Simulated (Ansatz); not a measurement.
The following input was run with Ansatz 0.2.0.

```yaml
crystal:
  lattice:
    - [2.1616083304, 1.2480051515, 3.6796745313]
    - [-2.1616083304, 1.2480051515, 3.6796745313]
    - [0.0, -2.4960103029, 3.6796745313]
  atoms:
    - { symbol: Sb, position: [0.236148723, 0.236148723, 0.236148723] }
    - { symbol: Sb, position: [0.763851277, 0.763851277, 0.763851277] }
basis:
  ecutwfc: 420
kpoints:
  mp_grid: { grid: [12, 12, 12] }
  band_path:
    path:
      - [[0.0, 0.0, 0.0], [0.5, 0.5, 0.5], [0.75664617, 0.24335383, 0.5]]
      - [[0.5, -0.24335383, 0.24335383], [0.5, 0.0, 0.0], [0.0, 0.0, 0.0], [0.37167692, -0.37167692, 0.0]]
      - [[0.62832308, 0.0, 0.37167692], [0.5, 0.0, 0.5], [0.0, 0.0, 0.0]]
    npoints: 10
hamiltonian:
  xc: pbe
  dispersion: d3bj
scf:
  occupations: { method: gaussian, width: 0.1 }
output:
  forces: true
  stress: true
  eigenvalues: true
  populations: true
  dos: { projected: true, de: 0.02 }
  bader: false
  write_density: true
  write_potential: true
  elf: true
  volumetric_format: npy
magnetization:
  noncollinear: true
  spin_orbit: true
```

Launched with
```bash
ansatz run input.yaml --threads 1 --pin off --max-ram 2560MiB --backend cpu --events-out ev --progress --plain --runs-dir out
```

The calculation used DFT PBE+D3(BJ), spin-orbit coupling, plane waves, PAW in Ansatz 0.2.0.

Part of what the program printed, abridged (iterations and final results):

```
SCF iter   1: F=—  HF=-12974.728518 eV  |F-HF|=—  |Δ(HF+E_count)|=         —  Δρ=1.46e-2  dr2=9.41e-2  dr2_m=0.00e0 (ungated) ethr=3.10e-3  |M|=0.00e0 ∫|m|=0.00e0 μB  |m|>n=0.0e0 m-floor=0.0e0 τ_xc=0.0e0  β_m=0.30  ⟨swp⟩=9.8  Hψ=19968  notcnv=0  defer=14
spin=Noncollinear: Kerker preconditioning applied to the charge; magnetization (m_x, m_y, m_z) channels mix plain (no charge-response kernel on spin).
SCF iter   2: F=—  HF=-12974.730268 eV  |F-HF|=—  |Δ(HF+E_count)|=   1.75e-3  Δρ=1.16e-2  dr2=6.09e-2  dr2_m=0.00e0 (ungated) ethr=3.14e-4  |M|=0.00e0 ∫|m|=0.00e0 μB  |m|>n=0.0e0 m-floor=0.0e0 τ_xc=0.0e0  β_m=0.59  ⟨swp⟩=1.1  Hψ=4364  notcnv=0  defer=24
SCF iter   3: F=—  HF=-12974.734611 eV  |F-HF|=—  |Δ(HF+E_count)|=   4.34e-3  Δρ=2.40e-3  dr2=3.63e-3  dr2_m=0.00e0 (ungated) ethr=2.03e-4  |M|=0.00e0 ∫|m|=0.00e0 μB  |m|>n=0.0e0 m-floor=0.0e0 τ_xc=0.0e0  β_m=0.65  ⟨swp⟩=2.0  Hψ=6029  notcnv=0  defer=24
SCF iter   4: F=—  HF=-12974.734390 eV  |F-HF|=—  |Δ(HF+E_count)|=   2.21e-4  Δρ=1.14e-3  dr2=1.20e-3  dr2_m=0.00e0 (ungated) ethr=1.21e-5  |M|=0.00e0 ∫|m|=0.00e0 μB  |m|>n=0.0e0 m-floor=0.0e0 τ_xc=0.0e0  β_m=0.82  ⟨swp⟩=2.0  Hψ=4295  notcnv=0  defer=24
SCF iter   5: F=—  HF=-12974.734501 eV  |F-HF|=—  |Δ(HF+E_count)|=   1.12e-4  Δρ=3.96e-4  dr2=1.70e-4  dr2_m=0.00e0 (ungated) ethr=4.01e-6  |M|=0.00e0 ∫|m|=0.00e0 μB  |m|>n=0.0e0 m-floor=0.0e0 τ_xc=0.0e0  β_m=0.91  ⟨swp⟩=3.0  Hψ=6201  notcnv=0  defer=24
SCF iter   6: F=—  HF=-12974.734591 eV  |F-HF|=—  |Δ(HF+E_count)|=   8.96e-5  Δρ=6.50e-5  dr2=1.56e-6  dr2_m=0.00e0 (ungated) ethr=5.65e-7  |M|=0.00e0 ∫|m|=0.00e0 μB  |m|>n=0.0e0 m-floor=0.0e0 τ_xc=0.0e0  β_m=0.96  ⟨swp⟩=2.0  Hψ=4311  notcnv=0  defer=24
SCF iter   7: F=—  HF=-12974.734593 eV  |F-HF|=—  |Δ(HF+E_count)|=   2.19e-6  Δρ=1.08e-5  dr2=6.42e-8  dr2_m=0.00e0 (ungated) ethr=3.33e-10  |M|=0.00e0 ∫|m|=0.00e0 μB  |m|>n=0.0e0 m-floor=0.0e0 τ_xc=0.0e0  β_m=0.98  ⟨swp⟩=12.4  Hψ=27885  notcnv=0
SCF iter   8: F=-12974.734593 eV  HF=-12974.734593 eV  |F-HF|=3.47e-9  |Δ(HF+E_count)|=   5.60e-8  Δρ=2.18e-6  dr2=3.32e-9  dr2_m=0.00e0 (ungated) ethr=2.14e-10  |M|=0.00e0 ∫|m|=0.00e0 μB  |m|>n=0.0e0 m-floor=0.0e0 τ_xc=0.0e0  ⟨swp⟩=6.4  Hψ=20537  notcnv=0
SCF 1 converged in 8 iterations: F = -12974.734593 eV  dr2 = 3.32e-9
SCF converged after 8 iterations
Magnetization: |M| = 0.0000 μB, M = (+0.0000, +0.0000, +0.0000) μB
Absolute magnetization: 0.0000 μB (∫|m|)
  site 0: m = (+0.0000, +0.0000, +0.0000) μB, |m| = 0.0000 μB  (R = 1.21 Å)
  site 1: m = (+0.0000, +0.0000, +0.0000) μB, |m| = 0.0000 μB  (R = 1.21 Å)
Free energy (F): -12974.734593 eV
Harris-Foulkes:  -12974.734593 eV  (|F-HF|=3.47e-9)
Internal energy: -12974.733921 eV  (E = F + TS)
E sigma→0 (E₀):  -12974.734257 eV
Entropy (-TS):   -0.000672 eV (-0.336 meV/atom)
Fermi energy:    10.205562 eV
--- Per-component energies (eV) ---
  E_band       = -332.106252
  E_kinetic    = 414.484998
  E_local      = -3161.458400  (includes V_loc(G=0)·N_el)
  E_nonlocal   = 725.292896
  E_hartree    = 1435.784077
  E_xc         = -277.415514
  E_vxc        = -192.977680  (∫ρ·V_xc dr)
  E_paw        = -9155.944120  (= ΣΔE_a)
  E_vpaw       = -989.017194  (= ΣTr[D̂ρ^β])
  E_aug_tail   = -0.000003  (compensation charges beyond the density's cutoff)
  E_ewald      = -2954.518423
  E_disp       = -0.959432  (pairwise vdW)
  E_smearing   = -0.000672  (= −TS)
--- Forces (eV/Å), atoms counted from 1 ---
  atom   1  Sb     0.00000000     0.00000000     0.00176213
  atom   2  Sb     0.00000000     0.00000000    -0.00176213
--- Stress (GPa, compression-positive) ---
        0.092700       0.000000       0.000000
        0.000000       0.092700       0.000000
        0.000000       0.000000       0.099622
  P = ⅓ Tr σ = 0.0950 GPa (0.950 kbar)
--- Band table (eV; the first three rows and the last of 189) ---
  k-point 0: bands = ["-19.7745", "-19.7745", "-19.7593", "-19.7593", "-19.7253", "-19.7253", "-19.7136", "-19.7136", "-18.5622", "-18.5622", "-18.5497", "-18.5497", "-18.5496", "-18.5496", "-18.4371", "-18.4371", "-18.4264", "-18.4264", "-18.4245", "-18.4245", "-2.4703", "-2.4703", "5.5728", "5.5728", "7.8608", "7.8608", "8.5881", "8.5881", "8.6905", "8.6905", "12.3238", "12.3238", "13.0770", "13.0770", "13.3541", "13.3541", "15.2364", "15.2364"]
  k-point 1: bands = ["-19.7734", "-19.7734", "-19.7584", "-19.7584", "-19.7254", "-19.7254", "-19.7138", "-19.7138", "-18.5606", "-18.5606", "-18.5525", "-18.5525", "-18.5436", "-18.5436", "-18.4403", "-18.4403", "-18.4273", "-18.4273", "-18.4266", "-18.4266", "-2.3931", "-2.3931", "5.1882", "5.1882", "7.9377", "7.9377", "8.6112", "8.6112", "8.7943", "8.7943", "12.1880", "12.1880", "12.9093", "12.9093", "13.1134", "13.1134", "14.9765", "14.9765"]
  k-point 2: bands = ["-19.7702", "-19.7702", "-19.7560", "-19.7560", "-19.7256", "-19.7256", "-19.7146", "-19.7146", "-18.5564", "-18.5564", "-18.5517", "-18.5517", "-18.5346", "-18.5346", "-18.4487", "-18.4487", "-18.4336", "-18.4336", "-18.4296", "-18.4296", "-2.1625", "-2.1625", "4.3169", "4.3169", "8.0329", "8.0329", "8.6008", "8.6008", "9.0812", "9.0812", "11.7764", "11.7764", "12.4320", "12.4320", "12.5324", "12.5324", "14.8466", "14.8466"]
  k-point 188: bands = ["-19.7603", "-19.7603", "-19.7390", "-19.7390", "-19.7304", "-19.7304", "-19.7220", "-19.7220", "-18.5419", "-18.5419", "-18.5239", "-18.5239", "-18.5185", "-18.5185", "-18.4655", "-18.4655", "-18.4585", "-18.4585", "-18.4584", "-18.4584", "-0.7018", "-0.7018", "1.1053", "1.1053", "8.7194", "8.7194", "9.2366", "9.2366", "9.6706", "9.6706", "10.1465", "10.1465", "10.4047", "10.4047", "11.2087", "11.2087", "17.6251", "17.6251"]
--- Löwdin populations: 2 sites ---
  site symbol q [e]
     0     Sb     14.9647
     1     Sb     14.9647
  spilling = 0.002354 (of n_electrons = 30.000000)
```

The run converged.

Time: 79 s on 1 thread of Intel(R) Xeon(R) Platinum 8488C (Sapphire Rapids) (shared host), peak memory 0.84 GiB.